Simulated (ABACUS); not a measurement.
**Parameter sweep on GaCuSe₂ (I-42d, 8 atoms in the cell; from Materials Project mp-4840)**

```yaml
crystal:
  lattice:
    - [-2.80137, 2.80137, 5.55517]
    - [2.80137, -2.80137, 5.55517]
    - [2.80137, 2.80137, -5.55517]
  atoms:
    - { symbol: Ga, position: [0.25000, 0.75000, 0.50000] }
    - { symbol: Ga, position: [0.50000, 0.50000, 0.00000] }
    - { symbol: Cu, position: [0.75000, 0.25000, 0.50000] }
    - { symbol: Cu, position: [0.00000, 0.00000, 0.00000] }
    - { symbol: Se, position: [0.12122, 0.12500, 0.49622] }
    - { symbol: Se, position: [0.87500, 0.37122, 0.99622] }
    - { symbol: Se, position: [0.62878, 0.62500, 0.50378] }
    - { symbol: Se, position: [0.37500, 0.87878, 0.00378] }
```

Base run A: PBE, numerical atomic orbitals DZP (confined pseudo-atomic orbitals with Gaussian additions; energy shift 0.01 Ry), PseudoDojo 0.5 standard norm-conserving PBE (tails mended) pseudopotentials (ABACUS), self-consistent single point.

Its settings: basis = DZP numerical atomic orbitals, energy shift 0.01 Ry; KPT = Gamma 4 4 4 0 0 0; basis_type = lcao; ecutwfc = 100 Ry; smearing_method = gaussian; smearing_sigma = 0.00734986 Ry; potentials = PseudoDojo 0.5 standard norm-conserving PBE (tails mended); symmetry = 1; symmetry_prec = 1e-05; ks_solver = scalapack_gvx; scf_nmax = 100; scf_thr = 1.0e-06; mixing_type = pulay.

The atom-centred basis is finite, which shifts total energies, pressures, gaps and forces against plane waves. The structure comes from a collection of computed structures, made at another level of theory; the collection holds predicted forms beside known ones.

ΔF is the free energy per atom less that of run A. 

```tsv
run	change	ΔF (meV/atom)	pressure (GPa)
A	base	0.00	3.65
B	volume scaled by 0.94	51.6	9.31
C	volume scaled by 0.96	29.2	7.22
D	volume scaled by 0.98	12.2	5.33
E	volume scaled by 0.99	5.5	4.47
F	volume scaled by 1.01	-4.5	2.87
G	volume scaled by 1.02	-7.9	2.14
H	volume scaled by 1.04	-11.8	0.79
I	volume scaled by 1.06	-12.3	-0.40
```

Run B against A: The free energy goes up by 51.6 meV/atom, the pressure goes from 3.65 to 9.31 GPa, the largest force goes from 0.111 to 0.199 eV/Å and the gap on the mesh goes from 0.330 to 0.644 eV.

Run D against A: The free energy goes up by 12.2 meV/atom, the pressure goes from 3.65 to 5.33 GPa, the largest force goes from 0.111 to 0.138 eV/Å and the gap on the mesh goes from 0.330 to 0.429 eV.

The atomic orbitals were generated for these runs; they are not ABACUS's published sets and were checked against plane waves on a few crystals only.

“Tails mended”: in these copies of the files the far tail of each local potential was reset to the Coulomb form.
